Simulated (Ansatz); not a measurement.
Ta: levels with and without spin–orbit coupling

```
CELL_PARAMETERS angstrom
-1.65493 1.65493 1.65493
1.65493 -1.65493 1.65493
1.65493 1.65493 -1.65493
ATOMIC_POSITIONS crystal
Ta 0.00000 0.00000 0.00000
```

Structure from Materials Project entry mp-50 (possibly hypothetical), not relaxed further.

Spin polarisation is left out, and whether a magnetic state lies lower isn't shown here.

All numbers are computed: DFT, LDA, all-electron LAPW, scalar-relativistic (Ansatz 0.2.0); DFT, LDA, all-electron LAPW, Dirac equation with spin-orbit coupling (Ansatz 0.2.0).

Sampling and basis: a Γ-centred 14×14×14 k mesh, Fermi–Dirac smearing of 0.05 eV, basis error target 1 meV/atom, no spin polarisation.

Levels between -4 and 3 eV, each run counted from its own valence-band top where it has a gap, else its Fermi level. Scalar levels are listed once for both spins; with the coupling every spinor state is counted. Levels near the edges of the range can cross them.

Q: At Γ (0.000, 0.000, 0.000) the scalar-relativistic levels are 0.69 (×3). What are they with spin–orbit coupling?

A: 0.57 (×4), 0.99 (×2).
